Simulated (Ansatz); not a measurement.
SrVO₃:
```xyz
5
Lattice="3.8576 0.0000 0.0000 0.0000 3.8576 0.0000 0.0000 0.0000 3.8576" Properties=species:S:1:pos:R:3 pbc="T T T"
Sr     0.0000     0.0000     0.0000
V      1.9288     1.9288     1.9288
O      1.9288     0.0000     1.9288
O      0.0000     1.9288     1.9288
O      1.9288     1.9288     0.0000
```

Relaxed with PBE.

Question: Map the electron localisation function on the plane through (0.000, 0.000, 0.000) spanned by u = [1, 0, 0] and v = [0, 1, 1] in lattice vectors, from the program Ansatz at the PBE level (PAW).

Answer: x is the fraction of u, y of v (the angle between them is 90°; rows are the nearest grid lines); atoms in the plane: Sr at (0.00, 0.00), V at (0.50, 0.50), O at (0.00, 0.50).
```
|01699830000003899610|
|03799720000002799730|
|67999510000001599976|
|99973000000000037999|
|77520000000000002577|
|11100000000000000111|
|00000000011000000000|
|32210000000000001223|
|77642100111100124677|
|99984125788752148999|
|78995137888873159987|
|35895148877884159853|
|35895148877884159853|
|78995137888873159987|
|99984125788752148999|
|77642100111100124677|
|32210000000000001223|
|00000000011000000000|
|11100000000000000111|
|77520000000000002577|
|99973000000000037999|
|67999510000001599976|
|03799720000002799730|
|01699830000003899610|
```
Scale: ten equal steps from 0.007 (start of '0') to 0.866 (end of '9'), in the order '0123456789'; x runs from 0.000 to 1.00, y from 0.000 (bottom) to 1.00 (top).

The density is the valence pseudo-density with augmentation charge, so density and ELF within about 1 Å of a nucleus are not all-electron values.

Space group Pm-3m (cubic perovskite). The cell was relaxed with PBE under the symmetry of its start; of distortions, only those at the zone centre were tested. The workflow began spin-polarised and lost its moments. No Hubbard U is applied.

Potentials: the later of the program's two PAW sets.
